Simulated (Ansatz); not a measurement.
B6As:
```yaml
crystal:
  lattice:
    - [3.06606, 1.77019, 3.96559]
    - [-3.06606, 1.77019, 3.96559]
    - [0.00000, -3.54038, 3.96559]
  atoms:
    - { symbol: B, position: [0.01508, 0.01508, 0.32495] }
    - { symbol: B, position: [0.98492, 0.98492, 0.67505] }
    - { symbol: B, position: [0.32495, 0.01508, 0.01508] }
    - { symbol: B, position: [0.67505, 0.98492, 0.98492] }
    - { symbol: B, position: [0.01508, 0.32495, 0.01508] }
    - { symbol: B, position: [0.98492, 0.67505, 0.98492] }
    - { symbol: B, position: [0.82174, 0.27274, 0.82174] }
    - { symbol: B, position: [0.17826, 0.72726, 0.17826] }
    - { symbol: B, position: [0.82174, 0.82174, 0.27274] }
    - { symbol: B, position: [0.17826, 0.17826, 0.72726] }
    - { symbol: B, position: [0.27274, 0.82174, 0.82174] }
    - { symbol: B, position: [0.72726, 0.17826, 0.17826] }
    - { symbol: As, position: [0.60036, 0.60036, 0.60036] }
    - { symbol: As, position: [0.39964, 0.39964, 0.39964] }
```

Tensor components refer to the Cartesian frame of this cell.

Give the high-frequency dielectric tensor and the Born effective charge tensors of the independent atoms from DFPT, the program Ansatz at the r²SCAN level (PAW).


ε∞:
```
7.36  0.00  0.00
0.00  7.36  0.00
0.00  0.00  7.49
```
Z* of atom 1 (B), rows: field, columns: displacement, in e:
```
-0.32   0.00   0.00
 0.00   0.04  -0.27
 0.00  -0.36  -0.02
```
Z* of atom 7 (B), rows: field, columns: displacement, in e:
```
 0.13  -0.43   0.12
-0.43  -0.36  -0.07
 0.32  -0.19  -0.39
```
Z* of atom 13 (As), rows: field, columns: displacement, in e:
```
0.76  0.00  0.00
0.00  0.76  0.00
0.00  0.00  1.24
```

Static charges for comparison (Bader): B1 +0.15, B7 -0.06, As13 -0.27 e. Born charges measure polarisation by displacement and can exceed these by far.

Space group R-3m. The first step of the workflow began from a Materials Project structure, measured or hypothetical; the Crystallography Open Database copy checked does not list it. Whether it is the stable phase at ambient conditions was not checked. The r²SCAN relaxation kept the symmetry of its start; of distortions, only those at the zone centre were tested. Scalar-relativistic: spin–orbit coupling is off unless named, which matters more the heavier the elements.

Potentials: the later of the program's two PAW sets.
